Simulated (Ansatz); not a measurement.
The start is a relaxed SrVO3 cell shaken by Gaussian noise of σ = 0.08 Å a coordinate. The cell and all atomic positions are relaxed at zero pressure with PBEsol (plane waves to 420 eV, PAW, scalar-relativistic; Ansatz, a program for electronic structure). The first steps use a coarse 5×5×5 k-mesh.

Starting cell:
```
SrVO3
1.0
    2.91497     1.68296     5.63375
   -2.91497     1.68296     5.63375
    0.00000    -3.36592     5.63375
V Sr O
2 2 6
Direct
  0.25838   0.23943   0.23477
  0.76282   0.75215   0.72551
  0.96253   0.00413   0.02808
  0.52877   0.47089   0.49387
  0.91783   0.56875   0.25076
  0.23223   0.98585   0.52238
  0.53185   0.24346   0.96139
  0.02887   0.46214   0.76958
  0.76074   0.01117   0.47680
  0.45919   0.72137   0.04159
```
Spin-polarised start, with parallel moments on V.

| Item | Value |
|---|---|
| Energy released | 0.63 eV/atom |
| Volume change | -33.3 %, from 16.58 to 11.06 Å³/atom |
| Relative to the parent | It does not go back: it reaches Pm-3m (No. 221), cubic perovskite type, 0.36 eV/atom below the parent |
| Shortest distances (start → end) | The closest pairs of elements (up to four, under 3.6 Å), start → end: O–V 1.48 → 1.90 Å; O–Sr 2.30 → 2.69 Å; O–O 2.79 → 2.69 Å; Sr–V 3.41 → 3.30 Å |
| Moments at the end | zero (the starting moments vanished) |
| Optimiser moves | 15 |

It ends as:

Space group Pm-3m (No. 221); a = b = c = 3.8094 Å, α = β = γ = 90.00°

| atom | site | symmetry | x | y | z |
|---|---|---|---|---|---|
| V | 1b | m-3m | 0.5000 | 0.5000 | 0.5000 |
| Sr | 1a | m-3m | 0.0000 | 0.0000 | 0.0000 |
| O | 3c | 4/mm.m | 0.0000 | 0.5000 | 0.5000 |

Final values are on a 12×12×12 k-mesh of the relaxed cell. The start holds a very short contact (O–V 1.48 Å). No spin polarisation in the result: the starting moments vanished. The relaxed primitive cell holds an odd number of electrons. A magnetic state may lie lower. The d or f electrons are treated with no Hubbard U.

Of the parent cell (R-3c (No. 167)): it is a generated cell of SrVO3: the first start was made by placing the elements on the sites of a structure type, and the end was not matched to a known phase here, so it may be hypothetical. Known forms of SrVO3 include space group No. 221.
